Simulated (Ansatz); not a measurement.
Y3Ga2:
```cif
data_Ga32Y48
_chemical_formula_sum 'Y48 Ga32'
_space_group_name_H-M_alt 'I4/mcm'
_space_group_IT_number 140
_space_group_name_Hall '-I 4 2c'
_cell_length_a 11.65894
_cell_length_b 11.65894
_cell_length_c 14.84122
_cell_angle_alpha 90.000
_cell_angle_beta 90.000
_cell_angle_gamma 90.000
loop_
_atom_site_label
_atom_site_type_symbol
_atom_site_symmetry_multiplicity
_atom_site_Wyckoff_symbol
_atom_site_fract_x
_atom_site_fract_y
_atom_site_fract_z
_atom_site_occupancy
Y1 Y 8 g 0.00000 0.50000 0.14629 1
Y2 Y 8 h 0.33149 0.16851 0.00000 1
Y3 Y 32 m 0.06785 0.20260 0.13642 1
Ga1 Ga 4 a 0.00000 0.00000 0.25000 1
Ga2 Ga 4 c 0.00000 0.00000 0.00000 1
Ga3 Ga 8 h 0.11797 0.38203 0.00000 1
Ga4 Ga 16 l 0.32179 0.17821 0.20058 1
```
(The calculation used a cell of 40 atoms; values per cell refer to that cell.)

Relaxed with r²SCAN.

### Question
Which orbitals make up the states near the Fermi level in r²SCAN (plane waves, PAW; program Ansatz)?

### Answer
Within 0.5 eV of the Fermi level: Y 4d 71 %, Ga 4p 23 %. Projections are on Löwdin-orthogonalised atomic valence shells; empty p or d shells of many metals are not among them.

### Question
Tabulate the density of states.

### Answer
States/eV per cell of 40 atoms, in 0.25 eV bins, energy from the Fermi level.

| E (eV) | total | Y 4d | Ga 4p | Ga 4s |
|---|---|---|---|---|
| -7.85 | 2.62 | 0.04 | 0.08 | 1.18 |
| -7.60 | 5.46 | 0.17 | 0.29 | 2.61 |
| -7.35 | 7.66 | 0.44 | 0.55 | 3.95 |
| -7.10 | 10.86 | 1.13 | 0.91 | 6.12 |
| -6.85 | 6.35 | 0.89 | 0.52 | 3.75 |
| -6.60 | 14.70 | 2.56 | 0.75 | 8.33 |
| -6.35 | 14.83 | 2.57 | 0.91 | 8.29 |
| -6.10 | 6.99 | 1.48 | 0.45 | 3.98 |
| -5.85 | 19.17 | 5.37 | 0.69 | 11.19 |
| -5.60 | 14.26 | 3.52 | 1.14 | 8.16 |
| -5.35 | 19.98 | 5.55 | 2.05 | 10.53 |
| -5.10 | 4.99 | 1.28 | 0.56 | 2.76 |
| -4.85 | 0.00 | 0.00 | 0.00 | 0.00 |
| -4.60 | 0.00 | 0.00 | 0.00 | 0.00 |
| -4.35 | 0.00 | 0.00 | 0.00 | 0.00 |
| -4.10 | 0.00 | 0.00 | 0.00 | 0.00 |
| -3.85 | 0.00 | 0.00 | 0.00 | 0.00 |
| -3.60 | 0.00 | 0.00 | 0.00 | 0.00 |
| -3.35 | 0.00 | 0.00 | 0.00 | 0.00 |
| -3.10 | 19.19 | 5.17 | 9.34 | 0.32 |
| -2.85 | 24.52 | 7.41 | 11.40 | 0.72 |
| -2.60 | 18.61 | 6.41 | 8.40 | 0.70 |
| -2.35 | 14.54 | 5.22 | 6.46 | 0.61 |
| -2.10 | 14.89 | 5.58 | 6.63 | 0.55 |
| -1.85 | 16.99 | 6.41 | 7.92 | 0.47 |
| -1.60 | 28.10 | 11.63 | 13.08 | 0.64 |
| -1.35 | 33.44 | 15.37 | 15.11 | 0.45 |
| -1.10 | 39.05 | 19.27 | 17.15 | 0.32 |
| -0.85 | 44.05 | 21.30 | 19.75 | 0.42 |
| -0.60 | 52.86 | 26.81 | 23.23 | 0.39 |
| -0.35 | 31.82 | 18.05 | 12.17 | 0.19 |
| -0.10 | 14.98 | 11.14 | 2.83 | 0.12 |
| 0.15 | 23.19 | 18.79 | 2.72 | 0.17 |
| 0.40 | 31.23 | 26.59 | 2.87 | 0.26 |
| 0.65 | 26.38 | 22.88 | 2.08 | 0.22 |
| 0.90 | 26.40 | 22.37 | 2.33 | 0.28 |
| 1.15 | 35.36 | 30.19 | 2.75 | 0.46 |
| 1.40 | 36.56 | 30.89 | 2.89 | 0.46 |
| 1.65 | 39.33 | 32.35 | 3.93 | 0.52 |
| 1.90 | 31.08 | 25.23 | 3.17 | 0.57 |
| 2.15 | 29.54 | 23.35 | 3.28 | 0.58 |
| 2.40 | 25.74 | 20.30 | 2.86 | 0.50 |

The workflow started from a Materials Project entry (that database holds measured and hypothetical structures alike); the Crystallography Open Database copy checked does not list it. Whether it is the stable phase at ambient conditions was not checked. The cell was relaxed with r²SCAN under the symmetry of its start; its stability against distortions is not shown here. The run is not spin-polarised. Scalar-relativistic: spin–orbit coupling is off unless named, which matters more the heavier the elements.

Potentials: the later of the program's two PAW sets.
